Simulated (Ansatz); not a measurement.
### Question
Each is relaxed and computed with the program Ansatz at the r²SCAN level (PAW). Which is the only metal?
A) Rb2NiF4, I4/mmm (Rb on 4e, Ni on 2a, F on 4c, F on 4e)
B) ScSi2Ni2, I4/mmm (Sc on 2a, Ni on 4d, Si on 4e)
C) SiO2, Pbcn (Si on 4c, O on 8d)
D) Rb2NiO2, I4/mmm (Rb on 4e, Ni on 2a, O on 4e)

### Answer
B, ScSi2Ni2, I4/mmm (Sc on 2a, Ni on 4d, Si on 4e). ScSi2Ni2: metal; Rb2NiF4: gap 3.29 eV; SiO2: gap 6.75 eV (direct); Rb2NiO2: gap 1.80 eV (indirect). Spin orders computed, not proven ground states: Rb2NiF4, I4/mmm (Rb on 4e, Ni on 2a, F on 4c, F on 4e) antiferromagnetic; Rb2NiO2, I4/mmm (Rb on 4e, Ni on 2a, O on 4e) ferromagnetic. Not the usual ambient phase: SiO2, Pbcn (Si on 4c, O on 8d). Standing as an ambient phase not checked: ScSi2Ni2, I4/mmm (Sc on 2a, Ni on 4d, Si on 4e); Rb2NiF4, I4/mmm (Rb on 4e, Ni on 2a, F on 4c, F on 4e); Rb2NiO2, I4/mmm (Rb on 4e, Ni on 2a, O on 4e). Began spin-polarised and lost the moments: ScSi2Ni2, I4/mmm (Sc on 2a, Ni on 4d, Si on 4e). All cells were relaxed under the symmetry of their starts (and spin orders); stability against distortions was not tested throughout. Cells of antiferromagnets are given as chemical subcells. No Hubbard U is applied. Scalar-relativistic: spin–orbit coupling is off unless named, which matters more the heavier the elements.

Potentials: the later of the program's two PAW sets.
